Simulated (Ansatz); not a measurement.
## Calculated ¹¹⁵In nuclear quadrupole resonance for CaIn2As2

Cell: a COD entry whose atoms were relaxed with PBE, the cell held.

Space group P6_3/mmc (No. 194); a = 4.1482, c = 17.7260 Å, γ = 120.00°.

```csv
site,Wyckoff,site symmetry,x,y,z
Ca,2a,-3m.,0.0000,0.0000,0.0000
In,4f,3m.,0.3333,0.6667,0.1713
As,4f,3m.,0.3333,0.6667,0.6013
```

One atom of each set is listed.

All values are calculated (Ansatz; DFT, PBE, plane waves and PAW, with spin–orbit coupling, 420 eV cutoff, Γ-centred 9×9×2 k-points, Fermi–Dirac smearing 0.05 eV), not measured.

¹¹⁵In: I = 9/2, Q = 772.0 mb (year-2017 value). Static lattice, zero field.

(1) The simulated lines lie at 7.15, 14.3, 21.4, 28.6 MHz. What are |C_Q|, η and |V_zz| at In?

Answers

(1) For I = 9/2 and η = 0 the lines are |C_Q|/24 times 1, 2, 3 and 4; η shifts the lowest up most. Here |C_Q| = 171 MHz, η = 0.00 and |V_zz| = 9.19 × 10²¹ V/m². The calculation gives V_zz negative; the lines don't show the sign. The site has 3 As at 2.70 Å; also 1 In at 2.79 Å.

An axis of threefold or higher order runs through In, so V_zz lies along it and η is zero.

The run finds no gap above 0.1 eV (a metal, or nearly one), so the gradients can move by 10 % or more with the k-mesh.
